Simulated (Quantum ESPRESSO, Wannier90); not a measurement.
# Wannierisation of Ba2NCl (R-3m)

Structure: Materials Project mp-1018099, symmetrised, not relaxed again. Not found in the COD (Crystallography Open Database) copy used; not checked further. Level: PBEsol, spinors with spin-orbit coupling; pw.x of Quantum ESPRESSO at 68 Ry with PseudoDojo potentials, 4×4×4 k-points, Wannier90. Density: 10×10×10 mesh, cold smearing 0.01 Ry.

On the energy scale of pw.x, whose zero is arbitrary, the valence-band maximum lies at 7.69 eV.

Input w.win:

```
num_bands = 6
num_wann = 6
exclude_bands = 1-20,27-78
spinors = true
num_iter = 1000
conv_tol = 1.0e-6
conv_window = 4
write_hr = true
write_u_matrices = true
auto_projections = true
begin unit_cell_cart
ang
   -2.0661299708    3.5786420844    0.0000000000
   -4.1322599415    0.0000000000    0.0000000000
   -2.0661299708    1.1928806948    7.6479400000
end unit_cell_cart
begin atoms_frac
Ba  -0.2314520000 -0.2314520000 -0.3056440000
Ba   0.2314520000  0.2314520000  0.3056440000
N    0.5000000000  0.5000000000  0.5000000000
Cl   0.0000000000  0.0000000000  0.0000000000
end atoms_frac
mp_grid = 4 4 4
begin kpoints
0.0000000000 0.0000000000 0.0000000000
0.0000000000 0.0000000000 0.2500000000
0.0000000000 0.0000000000 0.5000000000
... (61 more lines: the 4x4x4 mesh through Gamma)
end kpoints
```

Input of pw2wannier90.x that gives the overlap and projection files (equivalent; here they were cut from one run over all bands):

```
&inputpp
  outdir = './out'
  prefix = 'pwscf'
  seedname = 'w'
  write_amn = .true.
  write_mmn = .true.
  atom_proj = .true.
  atom_proj_exclude = 1 2 3 4 5 6 7 8 9 10 11 12 13 14 15 16 17 18 19 20 21 22 23 24 25 26 27 28 29 30
/
```

Output w.wout (banner and timings cut):

```
                                    ------
                                    SYSTEM
                                    ------

                              Lattice Vectors (Ang)
                    a_1    -2.066130   3.578642   0.000000
                    a_2    -4.132260   0.000000   0.000000
                    a_3    -2.066130   1.192881   7.647940

                   Unit Cell Volume:     113.09681  (Ang^3)

                        Reciprocal-Space Vectors (Ang^-1)
                    b_1     0.000000   1.755746  -0.273851
                    b_2    -1.520520  -0.877873  -0.273851
                    b_3     0.000000   0.000000   0.821553

 *----------------------------------------------------------------------------*
 |   Site       Fractional Coordinate          Cartesian Coordinate (Ang)     |
 +----------------------------------------------------------------------------+
 | ba   1  -0.23145  -0.23145  -0.30564   |    2.06613  -1.19288  -2.33755    |
 | ba   2   0.23145   0.23145   0.30564   |   -2.06613   1.19288   2.33755    |
 | n    1   0.50000   0.50000   0.50000   |   -4.13226   2.38576   3.82397    |
 | cl   1   0.00000   0.00000   0.00000   |   -0.00000   0.00000   0.00000    |
 *----------------------------------------------------------------------------*
                                ------------
                                K-POINT GRID
                                ------------

             Grid size =  4 x  4 x  4      Total points =   64

 *---------------------------------- MAIN ------------------------------------*
 |  Number of Wannier Functions               :                 6             |
 |  Number of Objective Wannier Functions     :                 6             |
 |  Number of input Bloch states              :                 6             |
 |  Output verbosity (1=low, 5=high)          :                 1             |
 |  Timing Level (1=low, 5=high)              :                 1             |
 |  Optimisation (0=memory, 3=speed)          :                 3             |
 |  Length Unit                               :               Ang             |
 |  Post-processing setup (write *.nnkp)      :                 F             |
 |  Using Gamma-only branch of algorithms     :                 F             |
 *----------------------------------------------------------------------------*
 *------------------------------- WANNIERISE ---------------------------------*
 |  Total number of iterations                :              1000             |
 |  Number of CG steps before reset           :                 5             |
 |  Trial step length for line search         :             2.000             |
 |  Convergence tolerence                     :         0.100E-05             |
 |  Convergence window                        :                 4             |
 |  Iterations between writing output         :                 1             |
 |  Iterations between backing up to disk     :               100             |
 |  Write r^2_nm to file                      :                 F             |
 |  Write xyz WF centres to file              :                 F             |
 |  Write on-site energies <0n|H|0n> to file  :                 F             |
 |  Use guiding centre to control phases      :                 F             |
 |  Use phases for initial projections        :                 F             |
 *----------------------------------------------------------------------------*
 *-------------------------------- PLOTTING ----------------------------------*
 |  Plotting Hamiltonian in WF basis          :                 T             |
 *----------------------------------------------------------------------------*

 *---------------------------------- K-MESH ----------------------------------*
 +----------------------------------------------------------------------------+
 |                    Distance to Nearest-Neighbour Shells                    |
 |                    ------------------------------------                    |
 |          Shell             Distance (Ang^-1)          Multiplicity         |
 |          -----             -----------------          ------------         |
 |             1                   0.205388                      2            |
 |             2                   0.410776                      2            |
 |             3                   0.444244                      6            |
 |             4                   0.459798                      6            |
 |             5                   0.517358                      6            |
 |             6                   0.556636                      6            |
 |             7                   0.616164                      2            |
 |             8                   0.649873                      6            |
       ... (lines left out)
 +----------------------------------------------------------------------------+
 | The b-vectors are chosen automatically                                     |
 | The following shells are used:                       1,  3                 |
 +----------------------------------------------------------------------------+
 |                        Shell   # Nearest-Neighbours                        |
 |                        -----   --------------------                        |
 |                          1               2                                 |
 |                          2               6                                 |
 +----------------------------------------------------------------------------+
 | Completeness relation is fully satisfied [Eq. (B1), PRB 56, 12847 (1997)]  |
 +----------------------------------------------------------------------------+
 |                  b_k Vectors (Ang^-1) and Weights (Ang^2)                  |
 |                  ----------------------------------------                  |
 |            No.         b_k(x)      b_k(y)      b_k(z)        w_b           |
 |            ---        --------------------------------     --------        |
 |             1         0.000000    0.000000    0.205388    11.276046        |
 |             2         0.000000    0.000000   -0.205388    11.276046        |
 |             3        -0.380130   -0.219468   -0.068463     1.730117        |
 |             4         0.000000    0.438936   -0.068463     1.730117        |
 |             5        -0.380130    0.219468    0.068463     1.730117        |
 |             6         0.380130    0.219468    0.068463     1.730117        |
 |             7         0.000000   -0.438936    0.068463     1.730117        |
 |             8         0.380130   -0.219468   -0.068463     1.730117        |
 +----------------------------------------------------------------------------+
 |                           b_k Directions (Ang^-1)                          |
 |                           -----------------------                          |
 |            No.           x           y           z                         |
 |            ---        --------------------------------                     |
 |             1         0.000000    0.000000    0.205388                     |
 |             2        -0.380130   -0.219468   -0.068463                     |
 |             3         0.000000    0.438936   -0.068463                     |
 |             4        -0.380130    0.219468    0.068463                     |
 +----------------------------------------------------------------------------+

 Starting a new Wannier90 calculation ...

 Reading overlaps from w.mmn

 Reading projections from w.amn

 *------------------------------- WANNIERISE ---------------------------------*
 +--------------------------------------------------------------------+<-- CONV
 | Iter  Delta Spread     RMS Gradient      Spread (Ang^2)            |<-- CONV
 +--------------------------------------------------------------------+<-- CONV

 ------------------------------------------------------------------------------
 Initial State
  WF centre and spread    1  (  0.000000, -0.000000,  0.000000 )     1.72500780
  WF centre and spread    2  (  0.000000,  0.000000, -0.000000 )     1.95301567
  WF centre and spread    3  ( -0.000000,  0.000000, -0.000000 )     1.95301566
  WF centre and spread    4  ( -0.000000, -0.000000, -0.000000 )     1.72500780
  WF centre and spread    5  (  0.000000,  0.000000,  0.000000 )     1.85401497
  WF centre and spread    6  (  0.000000, -0.000000,  0.000000 )     1.85401498
  Sum of centres and spreads (  0.000000, -0.000000, -0.000000 )    11.06407688

      0     0.111E+02     0.0000000000       11.0640768813  <-- CONV
        O_D=      0.0013164 O_OD=      0.0721223 O_TOT=     11.0640769 <-- SPRD
 ------------------------------------------------------------------------------
      1    -0.188E-04     0.0073642615       11.0640580842  <-- CONV
        O_D=      0.0013154 O_OD=      0.0721045 O_TOT=     11.0640581 <-- SPRD
      2    -0.545E-05     0.0027292213       11.0640526294  <-- CONV
        O_D=      0.0013152 O_OD=      0.0720992 O_TOT=     11.0640526 <-- SPRD
      3    -0.176E-05     0.0020460938       11.0640508645  <-- CONV
        O_D=      0.0013150 O_OD=      0.0720977 O_TOT=     11.0640509 <-- SPRD
      4    -0.394E-06     0.0011026441       11.0640504709  <-- CONV
        O_D=      0.0013150 O_OD=      0.0720973 O_TOT=     11.0640505 <-- SPRD
      5    -0.852E-06     0.0010803538       11.0640496192  <-- CONV
        O_D=      0.0013151 O_OD=      0.0720964 O_TOT=     11.0640496 <-- SPRD
       ... (lines left out)
     17    -0.846E-06     0.0010712591       11.0640246706  <-- CONV
        O_D=      0.0013170 O_OD=      0.0720695 O_TOT=     11.0640247 <-- SPRD
     18    -0.973E-06     0.0013458512       11.0640236978  <-- CONV
        O_D=      0.0013171 O_OD=      0.0720684 O_TOT=     11.0640237 <-- SPRD
     19    -0.919E-06     0.0018459116       11.0640227783  <-- CONV
        O_D=      0.0013171 O_OD=      0.0720675 O_TOT=     11.0640228 <-- SPRD
             <<<     Delta < 1.000E-06  over  4 iterations     >>>
             <<< Wannierisation convergence criteria satisfied >>>
 Final State
  WF centre and spread    1  (  0.000000, -0.000000,  0.000000 )     1.72503541
  WF centre and spread    2  (  0.000000,  0.000000, -0.000000 )     1.95403441
  WF centre and spread    3  ( -0.000000,  0.000000, -0.000000 )     1.95403439
  WF centre and spread    4  ( -0.000000, -0.000000, -0.000000 )     1.72503541
  WF centre and spread    5  (  0.000000,  0.000000,  0.000000 )     1.85294157
  WF centre and spread    6  (  0.000000, -0.000000,  0.000000 )     1.85294159
  Sum of centres and spreads (  0.000000, -0.000000, -0.000000 )    11.06402278

         Spreads (Ang^2)       Omega I      =    10.990638181
        ================       Omega D      =     0.001317116
                               Omega OD     =     0.072067482
    Final Spread (Ang^2)       Omega Total  =    11.064022778
```
